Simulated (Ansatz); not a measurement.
AgBr:
```xyz
4
Lattice="4.1305 0.0000 0.0000 0.0000 4.1305 0.0000 0.0000 0.0000 5.8397" Properties=species:S:1:pos:R:3 pbc="T T T"
Ag     0.0000     2.0653     4.3812
Ag     2.0653     0.0000     1.4585
Br     2.0653     0.0000     4.3803
Br     0.0000     2.0653     1.4594
```

This is the PBE-relaxed structure.

### Question
All from PBE (plane waves, PAW; program Ansatz), unless another level is named. Estimate the electron effective mass.

### Answer
0.19 mₑ (isotropic).

### Question
What about the band gap?

### Answer
0.69 eV (indirect).

### Question
What about the smallest direct gap on the standard path?

### Answer
2.44 eV.

### Question
Predict the valence-band maximum.

### Answer
at R.

### Question
Predict the weight of the conduction-edge state by species (Voronoi cells).

### Answer
Ag 66 %, Br 34 %.

Space group Fm-3m (rock salt). Symmetry was held in the PBE relaxation. No spin polarisation was allowed. Spin–orbit coupling is left out wherever it is not named.

Potentials: the later of the program's two PAW sets.
